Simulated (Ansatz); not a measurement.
KI:
```
KI
1.0
    0.00000     3.59116     3.59116
    3.59116     0.00000     3.59116
    3.59116     3.59116     0.00000
K I
1 1
Direct
  0.00000   0.00000   0.00000
  0.50000   0.50000   0.50000
```

Cartesian axes are those of the cell as given.

**Question.** Give the high-frequency dielectric tensor and the Born effective charge tensors of the independent atoms from DFPT, the program Ansatz at the PBE level (PAW).

**Answer.** 
ε∞:
```
2.80  0.00  0.00
0.00  2.80  0.00
0.00  0.00  2.80
```
Z* of atom 1 (K), rows: field, columns: displacement, in e:
```
1.16  0.00  0.00
0.00  1.16  0.00
0.00  0.00  1.16
```
Z* of atom 2 (I), rows: field, columns: displacement, in e:
```
-1.16   0.00   0.00
 0.00  -1.16   0.00
 0.00   0.00  -1.16
```

Static charges for comparison (Bader): K1 +0.82, I2 -0.82 e. Born charges measure polarisation by displacement and can exceed these by far.

Space group Fm-3m (rock salt). The cell was relaxed with PBE under the symmetry of its start; phonons on a q-mesh show no instability. Spin–orbit coupling is left out wherever it is not named.

Potentials: the later of the program's two PAW sets.
